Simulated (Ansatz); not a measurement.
**Notes on Si$_{2}$B$_{3}$**

```
CELL_PARAMETERS angstrom
5.78262 0.00000 0.00000
0.00000 5.78262 0.00000
0.00000 0.00000 3.05322
ATOMIC_POSITIONS crystal
B 0.00000 0.00000 0.00000
B 0.50000 0.50000 0.00000
Si 0.38270 0.88270 0.00000
Si 0.11730 0.38270 0.00000
Si 0.61730 0.11730 0.00000
Si 0.88270 0.61730 0.00000
B 0.17680 0.67680 0.50000
B 0.32320 0.17680 0.50000
B 0.82320 0.32320 0.50000
B 0.67680 0.82320 0.50000
```

Level: r2SCAN, no spin polarisation; 500 eV; 5×5×8 Γ-centred mesh; gaussian occupations (width 0.0151 eV); Ansatz 0.2.0, fixed geometry.

**Question.** What does the stress say?

**Answer.** The pressure is 3.2 GPa (compression positive), so with the atoms held at these fractions the cell would first expand; the forces are large, so a full relaxation may end otherwise. The principal stresses -9.4, 9.4, 9.4 GPa differ, so its shape would change too.

**Question.** How is the charge shared?

**Answer.** Bader charges in e: Si +1.38, B -0.50 to -0.38. In the mean Si gives up most and B takes most. There are 2 density maxima away from the nuclei.

**Question.** What is the formation energy?

**Answer.** 1.75 eV an atom against the elements' usual phases (free molecules for gases, crystals otherwise, with no correction for O₂ or N₂), so at this geometry it isn't bound against them. Relaxing would lower it.

**Question.** Where is the largest force?

**Answer.** The largest is on Si3 (and as large on other atoms): 9.31 eV/Å, components (-6.58, -6.58, 0.00). It makes 180° with the line to a nearest neighbour, Si5 at 1.92 Å, pointing away from it.

**Question.** Is there a gap?

**Answer.** It is a metal, with about 3.7 states/eV a cell as the mean within 0.25 eV of the Fermi level, mostly B p (56 %), B s (18 %) and Si p (15 %).

Origin: a known structure type with other elements, at an estimated volume, so it need not be a known compound. Caveats: atoms or cell far from equilibrium.
